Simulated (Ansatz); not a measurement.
**TiSi₂: from a starting cell to a relaxed one**

The start is a generated cell, TiSi2 placed in the AFLOW prototype AB2_hP3_164_a_d (C6, as in CdI2). Cell shape, volume and atoms are optimised at zero target pressure with PBE (plane waves to 420 eV, PAW, scalar-relativistic; Ansatz, a quantum-chemistry and plane-wave program). First-step values are on the input's coarse k-mesh.

Ansatz input (later rounds restart from its end on a renewed k-mesh):
Ansatz 0.2 input:
```yaml
crystal:
  lattice:
    - [3.1459794, 0, 0]
    - [-1.5729897, 2.7244981, 0]
    - [0, 0, 5.0751177]
  atoms:
    - { symbol: Ti, position: [0, 0, 0] }
    - { symbol: Si, position: [0.33333333, 0.66666667, 0.252] }
    - { symbol: Si, position: [0.66666667, 0.33333333, 0.748] }
basis: { ecutwfc: 420, ecutrho_ratio: 4, xc_grid: 2, fft_grid_basis: typed }
kpoints: { mp_grid: { grid: [8, 8, 5] } }
hamiltonian:
  xc: pbe
  dispersion: none
  pseudopotentials: { azcp: { folder: ./paw }, kind: paw }
scf: { occupations: { method: fermi_dirac, width: 0.05 } }
relax: { f_tol: 0.01, max_steps: 100, cell: { stress_tol: 0.02 } }
output: { forces: true, stress: true }
```

Task: What pressure does the first self-consistent step give?

Result: +45 GPa (positive: the cell is compressed).

Task: What is the largest force in the starting geometry, and on which atom (counted from 1)?

Result: About 5.6 eV/Å, on Si2, Si3 (atoms numbered as listed).

Task: How much energy is released per atom?

Result: 1.42 to 1.43 eV/atom (the two k-meshes of the run give this range).

Task: How does the volume change?

Result: +1.6 %, from 14.50 to 14.74 Å³/atom.

Task: How do the shortest distances between atoms change?

Result: The closest pairs of elements (up to four, under 3.6 Å), start → end: Si–Ti 2.22 → 2.66 Å; Si–Si 3.10 → 2.65 Å; Ti–Ti 3.15 → 2.86 Å.

Task: What band gap does the relaxed structure have at this level?

Result: No gap (metallic).

Task: Write out the relaxed structure.

Result: 
```cif
data_Si2Ti
_chemical_formula_sum 'Ti1 Si2'
_space_group_name_H-M_alt 'P-3m1'
_space_group_IT_number 164
_space_group_name_Hall '-P 3 2"'
_cell_length_a 2.85803
_cell_length_b 2.85803
_cell_length_c 6.25020
_cell_angle_alpha 90.000
_cell_angle_beta 90.000
_cell_angle_gamma 120.000
loop_
_atom_site_label
_atom_site_type_symbol
_atom_site_symmetry_multiplicity
_atom_site_Wyckoff_symbol
_atom_site_fract_x
_atom_site_fract_y
_atom_site_fract_z
_atom_site_occupancy
Ti1 Ti 1 a 0.00000 0.00000 0.00000 1
Si1 Si 2 d 0.33333 0.66667 0.33419 1
```

The space group stays P-3m1 (No. 164) (the run could not lower it), with 3 atoms in the primitive cell. Final values are on a 19×19×8 k-mesh of the relaxed cell. No spin polarisation in the result.

The run could not lower the symmetry of its start; a shaken copy of this end point relaxes with PBE to P4/mmm (No. 123), 0.22 eV/atom lower.

The relaxed structure here is a generated cell of TiSi2: the first start was made by placing the elements on the sites of a structure type, and the end was not matched to a known phase here, so it may be hypothetical. Known forms of TiSi2 include space group No. 63, 70.
